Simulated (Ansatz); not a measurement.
TaN (rock salt)

```
TaN
1.0
    0.00000     2.19815     2.19815
    2.19815     0.00000     2.19815
    2.19815     2.19815     0.00000
N Ta
1 1
Direct
  0.00000   0.00000   0.00000
  0.50000   0.50000   0.50000
```

The slice is a {100} plane (indices of the conventional cell) through the point (0.000, 0.000, 0.000) (fractional), spanned by u = [100] and v = [0 1 -1] in vectors of this cell: u (3.11 Å) and v (3.11 Å, at 90° to u). It covers one period; positions are fractions (u, v).

Level of theory: r2SCAN (plane waves to 500 eV, PAW, scalar-relativistic; Ansatz, a quantum-chemistry and plane-wave program). k mesh 18×18×18. These are valence fields of a PAW run, semicore shells included where kept as valence: close to a nucleus they are smooth pseudo fields. Spin-orbit coupling is left out, though Ta is heavy. TaN is run without spin polarisation. TaN was relaxed with its symmetry unable to fall. This is a high-temperature form of TaN.

**Question.** What is the valence density on the shortest N–Ta line in this plane (2.20 Å), at its midpoint?

**Answer.** 0.53 e/Å³.

**Question.** What is the ELF at the midpoint of the shortest N–Ta line in this plane (2.20 Å)?

**Answer.** 0.15.

**Question.** Sketch the electron localisation function (ELF) on this plane as a map.

**Answer.** 
```
|xxxxxx999999774411000000114477999999xxxx|
|xxxx8899998855220000000000225588999988xx|
|8899999999662200000000000000226699999999|
|9999999966220000112233221100002266999999|
|9999886622000011446677664411000022668899|
|7777552200002255778899887755220000225577|
|4444220000115577888888888877551100002244|
|221100001144778877xxxxxx7788774411000011|
|1100000022668888xxxxxxxxxx88886622000000|
|1100000033779988xxxxxxxxxx88997733000000|
|1100000022668888xxxxxxxxxx88886622000000|
|221100001144778877xxxxxx7788774411000011|
|4444220000115577888888888877551100002244|
|7777552200002255778899887755220000225577|
|9999886622000011446677664411000022668899|
|9999999966220000112233221100002266999999|
|8899999999662200000000000000226699999999|
|xxxx8899998855220000000000225588999988xx|
|xxxxxx999999774411000000114477999999xxxx|
|xxxxxx889999774422111111224477999988xxxx|
```
Scale: ten equal steps from 0.13 (start of '0') to 0.81 (end of '9'), in the order '0123456789'. Values: electron localisation function (ELF). The map has 20 points along u (two characters each, u = 0 at the left) and 20 along v (v = 0 in the bottom row). Points within 0.4 Å of a nucleus are blanked (x), as the pseudised field means little there.
